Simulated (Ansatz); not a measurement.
MoS$_{2}$:
```yaml
crystal:
  lattice:
    - [3.20123, 0.00000, 0.00000]
    - [-1.60062, 2.77235, 0.00000]
    - [0.00000, 0.00000, 33.00000]
  atoms:
    - { symbol: S, position: [0.33333, 0.66667, 0.45275] }
    - { symbol: S, position: [0.66667, 0.33333, 0.54725] }
    - { symbol: Mo, position: [0.00000, 0.00000, 0.50000] }
```
Free-standing layer in the xy plane with vacuum along z and no interaction between images.

Relaxed with r²SCAN+D4.

Task: All from r²SCAN+D4 (plane waves, PAW; program Ansatz), unless another level is named. Give the electronic character.

Result: metallic.

Task: And the work function?

Result: 5.25 eV.

Task: Give the gap with spin–orbit coupling.

Result: none.

Space group P-3m1 (1T). The layer was cut from a bulk entry of the Materials Project (measured or hypothetical); whether that bulk phase is the ambient one, and whether the layer has been isolated, was not checked. The r²SCAN+D4 relaxation kept the symmetry of its start; its stability against distortions is not shown here. The run is not spin-polarised. Spin–orbit coupling is left out wherever it is not named.

Potentials: the later of the program's two PAW sets.
